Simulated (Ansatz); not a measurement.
The relaxed structure here is a generated cell of TaSi2: the first start was made by a random draw of sites in a space group, and the end was not matched to a known phase here, so it may be hypothetical. Known forms of TaSi2 include space group No. 181.

A relaxed structure of TaSi2. The numbers are results of r2SCAN (plane waves to 500 eV, PAW, scalar-relativistic; Ansatz, a first-principles code), not measurements.

```
CELL_PARAMETERS angstrom
      2.76606     0.00000     0.00000
      0.00000     3.21638     0.00000
      0.00000     0.00000     5.64959
ATOMIC_POSITIONS crystal
  Si 0.00000 0.50000 0.70598
  Si 0.00000 0.50000 0.29402
  Ta 0.50000 0.00000 0.00000
```

Task: Find the space group and the Wyckoff positions (tolerance 0.01 Å).

Result: Space group Pmmm (No. 47); a = 2.766 Å, b = 3.216 Å, c = 5.650 Å, α = 90.00°, β = 90.00°, γ = 90.00°

| atom | site | symmetry | x | y | z |
|---|---|---|---|---|---|
| Si | 2r | mm2 | 0.0000 | 0.5000 | 0.2940 |
| Ta | 1b | mmm | 0.5000 | 0.0000 | 0.0000 |

Task: Give the shortest distances between elements (the closest pairs, up to four, under 3.6 Å).

Result: Si–Si 2.33 Å; Si–Ta 2.69 Å; Ta–Ta 2.77 Å.

```yaml
volume_per_atom: 16.75 Å³
band_gap: zero (metallic)
```

No spin polarisation in the result. The relaxed primitive cell holds an odd number of electrons. A magnetic state may lie lower.

It was reached from a disturbed copy of a P4/mmm (No. 123) cell, against which it lies -0.94 eV/atom.
